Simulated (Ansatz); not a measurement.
A relaxed structure of CoSi$_{2}$. Space group Fm-3m (No. 225), AFLOW prototype AB2_cF12_225_a_c (C1, as in CaF2). These are PBE (plane waves to 420 eV, PAW, scalar-relativistic; Ansatz, a program for electronic structure) values and carry that method's errors.

```xyz
3
Lattice="0.0000 2.6802 2.6802 2.6802 0.0000 2.6802 2.6802 2.6802 0.0000" Properties=species:S:1:pos:R:3 pbc="T T T"
Co     0.0000     0.0000     0.0000
Si     4.0203     4.0203     4.0203
Si     1.3401     1.3401     1.3401
```

**Question.** Predict the magnetic moment from PBE.

**Answer.** Zero (the starting moments vanished).

No spin polarisation in the result: the starting moments vanished. The relaxed primitive cell holds an odd number of electrons. A magnetic state may lie lower.

The run could not lose the symmetry of its start.

The first start was generated by placing the elements on the sites of a structure type. A measured structure of CoSi2 has the same space group, Fm-3m (No. 225); the sites were not compared with it.
